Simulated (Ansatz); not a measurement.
Geometry optimisation in Ansatz: input, command and trajectory.

```yaml
crystal:
  lattice:
    - [1.3876679665, 0.801170474, 4.6447711807]
    - [-1.3876679665, 0.801170474, 4.6447711807]
    - [0.0, -1.6023409481, 4.6447711807]
  atoms:
    - { symbol: Mo, position: [0.0, 0.0, 0.0] }
    - { symbol: Pd, position: [0.5, 0.5, 0.5] }
basis:
  ecutwfc: 500
kpoints:
  mp_grid: { grid: [6, 6, 6] }
hamiltonian:
  xc: r2scan
scf:
  occupations: { method: gaussian, width: 0.1 }
  lower_state_search: "off"
output:
  forces: true
  stress: true
  eigenvalues: true
relax:
  adjacent_minimum: "off"
  f_tol: 0.04
  max_steps: 70
  cell: { stress_tol: 0.4 }
```

```bash
ansatz run input.yaml --threads 1 --pin off --max-ram 2560MiB --backend cpu --events-out ev --progress --plain --runs-dir out
```

All numbers below come from DFT r2SCAN, scalar-relativistic, plane waves, PAW in Ansatz 0.2.0.

Of 5 frames 5 are shown, positions in Å and forces in eV/Å; the SCF threshold varies from step to step. Steps run on the plane waves of an earlier cell, with a Pulay correction in the pressure. The basis is chosen afresh for the last frame, the zero of the energies, and at times for earlier ones too; energy and pressure step there, also at an unchanged geometry. The mark taken_back stands on steps that the optimiser undid.

```xyz
2
Lattice="1.3877 0.8012 4.6448 -1.3877 0.8012 4.6448 0.0000 -1.6023 4.6448" Properties=species:S:1:pos:R:3:forces:R:3 pbc="T T T" step=1 free_energy_over_end_meV_per_atom=10.21 pressure_GPa=-6.33
Mo    0.0000    0.0000    0.0000    0.0000    0.0000    0.0000
Pd    0.0000    0.0000    6.9672    0.0000    0.0000    0.0000
2
Lattice="1.3464 0.7773 4.5872 -1.3464 0.7773 4.5872 0.0000 -1.5547 4.5872" Properties=species:S:1:pos:R:3:forces:R:3 pbc="T T T" step=2 free_energy_over_end_meV_per_atom=22.39 pressure_GPa=11.79 taken_back
Mo    0.0000    0.0000    0.0000    0.0000    0.0000    0.0000
Pd    0.0000    0.0000    6.8807    0.0000    0.0000    0.0000
2
Lattice="1.3713 0.7917 4.6338 -1.3713 0.7917 4.6338 0.0000 -1.5834 4.6338" Properties=species:S:1:pos:R:3:forces:R:3 pbc="T T T" step=3 free_energy_over_end_meV_per_atom=-0.32 pressure_GPa=-0.56
Mo    0.0000    0.0000    0.0000    0.0000    0.0000    0.0000
Pd    0.0000    0.0000    6.9507    0.0000    0.0000    0.0000
2
Lattice="1.3693 0.7906 4.6351 -1.3693 0.7906 4.6351 0.0000 -1.5812 4.6351" Properties=species:S:1:pos:R:3:forces:R:3 pbc="T T T" step=4 free_energy_over_end_meV_per_atom=-0.45 pressure_GPa=0.05
Mo    0.0000    0.0000    0.0000    0.0000    0.0000    0.0000
Pd    0.0000    0.0000    6.9527    0.0000    0.0000    0.0000
2
Lattice="1.3693 0.7906 4.6351 -1.3693 0.7906 4.6351 0.0000 -1.5812 4.6351" Properties=species:S:1:pos:R:3:forces:R:3 pbc="T T T" step=5 free_energy_over_end_meV_per_atom=0.00 pressure_GPa=0.03
Mo    0.0000    0.0000    0.0000    0.0000    0.0000    0.0000
Pd    0.0000    0.0000    6.9527    0.0000    0.0000    0.0000
```

It took 22 s on 1 thread of Arm Neoverse V2 (shared host), peak memory 0.39 GiB.

The k mesh is coarse.